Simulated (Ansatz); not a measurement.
Here is an unrelaxed guess for BiS.

Space group P6/mmm (No. 191). a = 4.985 Å, b = 4.985 Å, c = 5.092 Å, α = 90.00°, β = 90.00°, γ = 120.00°
```csv
atom,site,symmetry,x,y,z
Bi,1a,6/mmm,0.0000,0.0000,0.0000
S,1b,6/mmm,0.0000,0.0000,0.5000
```

The calculation used Ansatz 0.2.0, DFT PBE, scalar-relativistic, plane waves, PAW. Settings: cutoff 420 eV, Γ-centred mesh 6×6×4 on the computed 2-atom cell, Gaussian smearing of 0.10 eV; no spin polarisation.

Energies over the elements count from the elements' standard structures at the same level, with no fitted energy shifts.

Q: How far from equilibrium is it?

A: The pressure is -0.1 GPa (the mean over three directions, positive in compression), the largest force is 0.00 eV/Å (symmetry fixes the atoms), and the energy is +0.72 eV/atom against the elements. The shortest distance is 2.55 Å.

Q: Is it a good guess?

A: A rough one: relaxing gains about 0.36 eV/atom (the start's value is from the coarse mesh, so the gain is rough) in 17 ionic steps and ends at +0.36 eV/atom on the finer mesh. The symmetry stays P6/mmm (No. 191). The volume per atom shrinks by 49.7 %, from 54.8 to 27.6 Å³. The shortest distance goes from 2.55 Å (Bi–S) to 2.72 Å (Bi–S). The ratio c/a of the conventional cell changes by a factor of 1.55. Conventional cell: a = 3.424 Å, c = 5.430 Å. Bi has 2 S at 2.72 Å and 6 Bi at 3.42 Å; S has 2 Bi at 2.72 Å and 6 S at 3.42 Å.

The last run used an 18×18×12 mesh (in the run's order of axes) for its 2-atom cell and Gaussian smearing of 0.10 eV. Spin–orbit coupling, which can matter for Bi, is left out. An odd number of electrons in the primitive cell allows no gap without spin; a larger cell or a magnetic state could open one. The cell is a metal run without spin; a magnetic state may lie lower. The reference form of S is held partly by dispersion forces, which this level lacks. The relaxation can't lower the symmetry of the start, and the grade says only how near the guess is to its own end. A structure relaxed within its symmetry needn't be a true minimum.
